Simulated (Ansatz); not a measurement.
## Bands of Re

```
Re
1.0
     2.60290    0.00000    0.00000
    -1.30145    2.25418    0.00000
     0.00000    0.00000    4.16200
Re
2
Cartesian
  0.0000 1.5028 1.0405
  1.3015 0.7514 3.1215
```

Atom numbers follow the list: Re1, Re2.

The cell is a database entry far from equilibrium at this level of theory, probably a faulty or high-pressure entry; it serves as a test geometry alone.

No spin–orbit coupling, which matters for the heavy atoms here.

These are results of Ansatz 0.2.0, DFT, LDA, all-electron LAPW, scalar-relativistic, not measurements.

Settings: a Γ-centred 14×14×8 k mesh, Fermi–Dirac smearing of 0.05 eV, basis error target 0.25 meV/atom, no spin polarisation.

Points in fractions of the reciprocal vectors of this cell: Γ (0, 0, 0), M (0.5, 0, 0), K (0.333, 0.333, 0), A (0, 0, 0.5), L (0.5, 0, 0.5), H (0.333, 0.333, 0.5). The path joins them by straight lines in the order Γ–M–K–Γ–A–L–H–A–L; legs that retrace an earlier one aren't tabulated. Energies are in eV from the Fermi level.

Metal or insulator at this level of theory?

No gap opens: metallic or semimetallic.

Tabulate bands 41 to 48, counted from the lowest band of the run, along the path.


```tsv
k (1/Å)	point	band 41	band 42	band 43	band 44	band 45	band 46	band 47	band 48
0.00	Γ	-2.20	-2.20	-2.00	-1.05	-1.05	0.02	0.02	1.53
0.20		-2.78	-1.96	-1.51	-1.23	-0.82	-0.42	-0.20	0.69
0.40		-3.51	-1.87	-1.75	-1.25	-0.79	-0.72	-0.14	0.03
0.60		-3.90	-3.46	-2.18	-1.34	-0.45	-0.11	0.17	0.93
0.80		-4.81	-3.53	-2.10	-1.91	-0.88	1.37	1.54	2.31
1.00		-5.82	-2.82	-2.35	-1.38	-1.21	3.03	3.40	3.83
1.19		-6.45	-2.63	-2.00	-1.43	-0.74	4.48	5.20	5.73
1.39	M	-6.66	-2.73	-1.57	-1.50	-0.58	5.08	5.85	5.85
1.51		-6.66	-2.76	-1.68	-1.52	-0.57	5.07	5.59	5.76
1.62		-6.55	-2.82	-1.96	-1.60	-0.52	5.02	5.04	5.55
1.74		-6.14	-2.90	-2.37	-1.72	-0.45	4.41	4.96	5.28
1.85		-5.67	-2.94	-2.86	-1.90	-0.33	3.93	4.82	5.02
1.97		-5.23	-3.37	-2.91	-2.12	-0.18	3.66	4.60	4.82
2.08		-4.90	-3.81	-2.79	-2.36	-0.02	3.65	4.31	4.70
2.20	K	-4.74	-4.01	-2.60	-2.60	0.06	3.94	3.94	4.66
2.43		-4.79	-4.08	-2.98	-2.02	-0.31	3.00	4.74	4.77
2.66		-5.01	-4.80	-3.09	-1.33	-1.17	1.95	4.51	4.97
2.89		-5.31	-5.07	-2.83	-1.97	-0.67	0.92	2.94	4.40
3.12		-4.62	-3.95	-2.21	-2.20	-0.16	0.01	0.84	2.07
3.35		-3.81	-2.24	-1.85	-1.31	-0.86	-0.75	0.18	0.30
3.58		-2.90	-1.88	-1.42	-1.30	-0.73	-0.49	-0.41	0.59
3.81	Γ	-2.20	-2.20	-2.00	-1.05	-1.05	0.02	0.02	1.53
3.92		-2.25	-2.25	-2.05	-1.10	-1.10	0.14	0.14	1.31
4.02		-2.36	-2.36	-2.19	-1.26	-1.26	0.48	0.48	0.71
4.13		-2.46	-2.46	-2.39	-1.48	-1.48	-0.11	0.96	0.96
4.24		-2.62	-2.54	-2.54	-1.74	-1.74	-0.99	1.52	1.52
4.35		-2.82	-2.55	-2.55	-1.99	-1.99	-1.80	2.13	2.13
4.45		-2.91	-2.50	-2.50	-2.43	-2.21	-2.21	2.73	2.73
4.56	A	-2.80	-2.80	-2.38	-2.38	-2.38	-2.38	3.29	3.29
4.76		-3.32	-3.32	-2.19	-2.19	-2.19	-2.19	3.23	3.23
4.96		-4.04	-4.04	-2.25	-2.25	-1.63	-1.63	3.10	3.10
5.16		-4.44	-4.44	-2.35	-2.35	-0.86	-0.86	3.05	3.05
5.36		-4.57	-4.57	-1.70	-1.70	-0.14	-0.14	3.34	3.34
5.56		-4.87	-4.87	-0.23	-0.23	0.23	0.23	4.14	4.14
5.76		-5.16	-5.16	0.33	0.33	1.09	1.09	5.09	5.09
5.96	L	-5.27	-5.27	0.34	0.34	1.57	1.57	5.53	5.53
6.07		-5.21	-5.21	-0.03	-0.03	1.70	1.70	5.17	5.17
6.19		-5.04	-5.04	-0.75	-0.75	1.69	1.69	4.87	4.87
6.30		-4.78	-4.78	-1.50	-1.50	1.34	1.34	4.75	4.75
6.42		-4.49	-4.49	-2.13	-2.13	0.82	0.82	4.66	4.66
6.53		-4.36	-4.36	-2.46	-2.46	0.34	0.34	4.48	4.48
6.65		-4.51	-4.51	-2.44	-2.44	0.04	0.04	4.28	4.28
6.76	H	-4.64	-4.64	-2.38	-2.38	-0.04	-0.04	4.19	4.19
6.99		-4.27	-4.27	-2.50	-2.50	-0.18	-0.18	4.66	4.66
7.22		-3.95	-3.95	-2.65	-2.65	-0.52	-0.52	5.26	5.26
7.45		-3.90	-3.90	-3.12	-3.12	-0.34	-0.34	4.78	4.78
7.68		-4.44	-4.44	-2.90	-2.90	-0.45	-0.45	3.19	3.19
7.91		-4.24	-4.24	-2.41	-2.41	-1.35	-1.35	3.02	3.02
8.14		-3.43	-3.43	-2.19	-2.19	-2.11	-2.11	3.20	3.20
8.37	A	-2.80	-2.80	-2.38	-2.38	-2.38	-2.38	3.29	3.29
```
